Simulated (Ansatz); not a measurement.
GeS in space group P4/nmm (No. 129; Ge on 2c, S on 2a) at seven volumes, the program Ansatz at the PBE level (PAW), shape and atoms relaxed at each. One row is withheld.

```csv
V (Å³/atom),P (GPa)
21.227,?
21.927,0.99
22.626,0.41
23.326,0.00
24.026,-0.28
24.726,-0.44
25.426,-0.55
```

Task: Fit the shown pressures and predict the withheld one.

Result: P = (3/2)B₀(x^(7/2) − x^(5/2))[1 + (3/4)(B′ − 4)(x − 1)] with x = (V₀/V)^(2/3). Least squares on the six rows gives V₀ = 23.329 Å³/atom, B₀ = 11.3 GPa, B′ = 11.95. At V = 21.227, x = 1.0650 and P = 1.79 GPa. The run itself gave 1.77 GPa.

A made-up cell: these elements were put on the sites of a structure type; neither database checked (COD, Materials Project) lists it. COD files the formula under space group No. 62, so this cell is another polymorph or a model. Whether it is the stable phase at ambient conditions was not checked. The cell was relaxed with PBE under the symmetry of its start; its stability against distortions is not shown here. A crystal of weakly bound layers computed without a dispersion correction: the cell and the soft elastic constants depend strongly on that.

Potentials: the later of the program's two PAW sets.
